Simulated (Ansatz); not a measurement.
Collinear states of MnAl₃

These are results of DFT PBEsol, scalar-relativistic, plane waves, PAW (Ansatz 0.2.0), not measurements.

```cif
data_structure
_symmetry_space_group_name_H-M 'P 1'
_symmetry_Int_Tables_number 1
_cell_length_a 4.2537
_cell_length_b 4.2537
_cell_length_c 4.2537
_cell_angle_alpha 60.000
_cell_angle_beta 60.000
_cell_angle_gamma 60.000
_cell_volume 54.42
loop_
_atom_site_label
_atom_site_type_symbol
_atom_site_fract_x
_atom_site_fract_y
_atom_site_fract_z
_atom_site_occupancy
Al1 Al 0.25000 0.25000 0.25000 1
Al2 Al 0.75000 0.75000 0.75000 1
Al3 Al 0.50000 0.50000 0.50000 1
Mn1 Mn 0.00000 0.00000 0.00000 1
```

```
plane-wave cutoff                               : 420 eV
Γ-centred k-mesh                                : 12×12×12
occupation rule                                 : Gaussian smearing, 0.1 eV
list of starting moments (μB, in atom order)    : 0 0 0 4
check for lower electronic states after the SCF : off
```

Each order was relaxed in cell and atoms. A propagation vector, in units of the reciprocal vectors, doubles the cell, which takes an equally dense mesh. Site moments are spin moments in atom-centred spheres that scale with the neighbour distance. The states are those that the runs reached from these starts; a lower one can exist.

Task: Starts tried: no spin; ferromagnetic; antiferromagnetic, doubled cell, propagation vector (0, 0, 1/2). Which state comes out lowest, and what are the moments?

Result: The lowest state is antiferromagnetic, reached from the start “antiferromagnetic, doubled cell, propagation vector (0, 0, 1/2)”, with site moments (μB) Mn +1.97, Mn -1.97.

```json
{"start": "no spin", "ends": "non-magnetic", "energy above lowest (meV/atom)": "22.4", "site moments (μB)": "none over 0.05", "gap on mesh (eV)": "metal", "volume (Å³/atom)": "13.42"}
{"start": "ferromagnetic", "ends": "ferromagnetic", "energy above lowest (meV/atom)": "10.1", "site moments (μB)": "Mn +1.35", "gap on mesh (eV)": "metal", "volume (Å³/atom)": "13.61"}
{"start": "antiferromagnetic, doubled cell, propagation vector (0, 0, 1/2)", "ends": "antiferromagnetic", "energy above lowest (meV/atom)": "0.00", "site moments (μB)": "Mn +1.97, Mn -1.97", "gap on mesh (eV)": "metal", "volume (Å³/atom)": "13.92"}
```

Cost: 3 runs of about 3.2 core-minutes in all, on Arm Neoverse V1 (shared hosts).